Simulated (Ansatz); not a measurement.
The relaxed structure here is a generated cell of CsPbCl3: the first start was made by placing the elements on the sites of a structure type, and the end was not matched to a known phase here, so it may be hypothetical. Known forms of CsPbCl3 include space group No. 221.

The end point of a relaxation of CsPbCl3. Space group R-3c (No. 167). All values below come from PBEsol (plane waves to 420 eV, PAW, scalar-relativistic; Ansatz, a quantum-chemistry and plane-wave program).

```cif
data_Cl6Cs2Pb2
_chemical_formula_sum 'Cs2 Pb2 Cl6'
_space_group_name_H-M_alt 'P 1'
_space_group_IT_number 1
_cell_length_a 7.78386
_cell_length_b 7.78386
_cell_length_c 7.78386
_cell_angle_alpha 61.699
_cell_angle_beta 61.699
_cell_angle_gamma 61.699
loop_
_space_group_symop_operation_xyz
  'x, y, z'
loop_
_atom_site_label
_atom_site_type_symbol
_atom_site_fract_x
_atom_site_fract_y
_atom_site_fract_z
_atom_site_occupancy
Cs1 Cs 0.25000 0.25000 0.25000 1
Cs2 Cs 0.75000 0.75000 0.75000 1
Pb1 Pb 0.00000 0.00000 0.00000 1
Pb2 Pb 0.50000 0.50000 0.50000 1
Cl1 Cl 0.68402 0.81598 0.25000 1
Cl2 Cl 0.25000 0.68402 0.81598 1
Cl3 Cl 0.81598 0.25000 0.68402 1
Cl4 Cl 0.31598 0.18402 0.75000 1
Cl5 Cl 0.75000 0.31598 0.18402 1
Cl6 Cl 0.18402 0.75000 0.31598 1
```

For CsPbCl3, the volume per atom is 34.62 Å³, the density comes out as 4.28 g/cm³ and the band gap comes out as 2.12 eV, direct at Γ (no spin-orbit coupling). The shortest distances is Cl–Pb 2.84 Å; Cl–Cs 3.46 Å and the k-mesh is 5×5×5.

Band energies at high-symmetry points (eV from the VBM; labels of this space group; no spin-orbit coupling), from −5 eV up to 5.1 eV:

| point | energies |
|---|---|
| Γ | -4.29 -4.29 -4.10 -2.77 -2.77 -2.76 -2.53 -2.45 -2.45 -2.27 -2.27 -2.17 -2.17 -2.06 -1.94 -1.94 -1.87 0.00 2.12 2.26 2.26 3.89 4.93 4.93 |
| T | -3.52 -3.52 -3.52 -3.52 -3.00 -3.00 -2.50 -2.50 -2.50 -2.50 -2.43 -2.43 -2.18 -2.18 -2.18 -2.18 -1.55 -1.55 3.90 3.90 4.08 4.08 4.08 4.08 |
| H2 | -4.11 -4.11 -3.37 -3.37 -2.96 -2.96 -2.54 -2.54 -2.37 -2.37 -2.35 -2.35 -2.25 -2.25 -2.07 -2.07 -1.24 -1.24 2.86 2.86 4.05 4.05 |
| H0 | -4.11 -4.11 -3.37 -3.37 -2.96 -2.96 -2.54 -2.54 -2.37 -2.37 -2.35 -2.35 -2.25 -2.25 -2.07 -2.07 -1.24 -1.24 2.86 2.86 4.05 4.05 |
| L | -3.55 -3.55 -3.47 -3.47 -3.10 -3.10 -2.56 -2.56 -2.53 -2.53 -2.24 -2.24 -2.14 -2.14 -2.02 -2.02 -1.64 -1.64 3.72 3.72 3.95 3.95 4.24 4.24 |
| S0 | -4.08 -3.94 -3.89 -3.03 -2.97 -2.92 -2.60 -2.51 -2.40 -2.39 -2.36 -2.32 -2.26 -2.17 -2.15 -1.96 -1.36 -1.16 2.89 3.08 3.26 4.67 5.03 |
| S2 | -4.08 -3.94 -3.89 -3.03 -2.97 -2.92 -2.60 -2.51 -2.40 -2.39 -2.36 -2.32 -2.26 -2.17 -2.15 -1.96 -1.36 -1.16 2.89 3.08 3.26 4.67 5.03 |
| F | -4.23 -4.11 -4.02 -3.06 -2.86 -2.67 -2.56 -2.49 -2.42 -2.40 -2.37 -2.32 -2.28 -2.25 -2.17 -1.92 -1.44 -0.73 2.62 2.68 3.11 4.95 5.06 |

No spin polarisation in the result. Spin-orbit coupling is missing; with elements this heavy it can move band edges by tenths of an eV or more.

The run could not lose the symmetry of its start: the end is stationary, and may be a saddle point rather than a minimum.
